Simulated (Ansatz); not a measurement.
Molecular dynamics on a 2×2×1 supercell (16 atoms) of KYSe2 (ordering on rocksalt), relaxed with r2SCAN. Forces come from PBE in the PAW code Ansatz: Langevin thermostat and barostat (NPT), 2200 K, steps of 3 fs. Classical nuclei, no spin polarisation; a few dozen steps show the first response, not equilibrium. The structure comes from a prototype and may be hypothetical.

```yaml
crystal:
  lattice:
    - [8.6394929463, 0.0, 0.0]
    - [0.0, 8.6394929463, 0.0]
    - [0.0, 0.0, 5.8682761278]
  atoms:
    - { symbol: K, position: [0.0, 0.0, 0.0] }
    - { symbol: Se, position: [0.0, 0.0, 0.5] }
    - { symbol: "Y", position: [0.25, 0.25, 0.5] }
    - { symbol: Se, position: [0.25, 0.25, 0.0] }
    - { symbol: K, position: [0.0, 0.5, 0.0] }
    - { symbol: Se, position: [0.0, 0.5, 0.5] }
    - { symbol: "Y", position: [0.25, 0.75, 0.5] }
    - { symbol: Se, position: [0.25, 0.75, 0.0] }
    - { symbol: K, position: [0.5, 0.0, 0.0] }
    - { symbol: Se, position: [0.5, 0.0, 0.5] }
    - { symbol: "Y", position: [0.75, 0.25, 0.5] }
    - { symbol: Se, position: [0.75, 0.25, 0.0] }
    - { symbol: K, position: [0.5, 0.5, 0.0] }
    - { symbol: Se, position: [0.5, 0.5, 0.5] }
    - { symbol: "Y", position: [0.75, 0.75, 0.5] }
    - { symbol: Se, position: [0.75, 0.75, 0.0] }
kpoints:
  mp_grid: { grid: [2, 2, 2] }
hamiltonian:
  xc: pbe
scf:
  occupations: { method: fermi_dirac, width: 0.19 }
md:
  ensemble: npt_langevin
  temperature: 2200
  timestep: 3.0
  n_steps: 20
  initial_velocities: maxwell_boltzmann
  seed: 6158
```

Command: `ansatz run input.yaml --threads 4 --pin off --max-ram 3686MiB --backend cpu --events-out ev --progress --plain --runs-dir out`. It took 4.9 min on 4 threads of Arm Neoverse N1 (shared host), load about 0.8 per core; peak host memory 1.9 GiB.

```csv
step,t (fs),T (K),free energy F from step 0 (meV/atom),kinetic energy (meV/atom),pressure (GPa),volume (Å³/atom),largest force (eV/Å)
0,0,2062,0.0,266.6,1.85,27.38,0.00
1,3,2295,1.3,296.6,1.98,27.38,0.39
2,6,2151,5.5,278.0,1.97,27.38,0.80
3,9,2099,12.3,271.3,2.05,27.39,1.23
4,12,1880,20.7,243.0,2.08,27.39,1.63
5,15,1647,29.7,212.9,2.09,27.41,1.98
6,18,1613,39.0,208.5,2.20,27.43,2.30
7,21,1724,48.6,222.8,2.40,27.45,2.56
8,24,1734,57.1,224.2,2.55,27.47,2.65
9,27,1394,64.4,180.1,2.54,27.49,2.60
10,30,1176,70.7,152.0,2.59,27.50,2.52
11,33,1209,75.4,156.3,2.74,27.52,2.32
12,36,1334,79.8,172.4,2.94,27.55,2.11
13,39,1517,84.2,196.0,3.18,27.58,2.11
14,42,1574,88.5,203.4,3.34,27.61,2.22
15,45,1809,94.2,233.8,3.60,27.66,2.36
16,48,1794,102.7,231.9,3.72,27.73,2.44
17,51,1788,113.4,231.2,3.82,27.81,2.44
18,54,1517,123.7,196.1,3.78,27.90,2.56
19,57,1391,132.0,179.8,3.77,28.00,2.73
20,60,1456,138.9,188.3,3.84,28.09,2.78
```

The temperature starts at 2062 K, is lowest at step 10 (1176 K, 30 fs) and ends at 1456 K. The thermostat hasn't had time to restore it. The atoms start on their lattice sites with kinetic energy alone, so much of it first passes into potential energy.

Positions (Å) and forces (eV/Å) at step 20:
```
cell (Å): 8.714 0.000 0.000; 0.000 8.714 0.000; 0.000 0.000 5.919
K   -0.127  -0.193  -0.212    -0.222   0.665   1.846
Se  -0.006   0.271   3.047     0.142  -0.240  -1.708
Y    2.039   2.247   2.561     0.720  -0.806   0.320
Se   2.468   2.064  -0.172    -0.758   0.632   0.565
K   -0.038   4.265   0.137     0.743  -0.204  -0.719
Se   0.321   4.445   3.002     0.269  -0.414   0.402
Y    2.155   6.653   3.214     0.556   0.511  -0.192
Se   1.993   6.527   0.015     0.580  -0.255   0.110
K    4.383  -0.196   0.016     0.246   0.023   1.069
Se   4.241   0.164   3.179    -0.388  -0.263  -1.429
Y    6.233   2.017   2.725     0.000  -0.573   1.481
Se   6.570   2.298   0.239    -0.148  -0.505  -1.101
K    4.583   4.600   0.269    -2.296  -1.565   0.121
Se   4.343   4.297   3.257     0.316   0.121  -0.539
Y    6.843   5.831   3.121    -1.553   1.504   0.140
Se   6.476   6.332  -0.076     1.795   1.370  -0.365
```
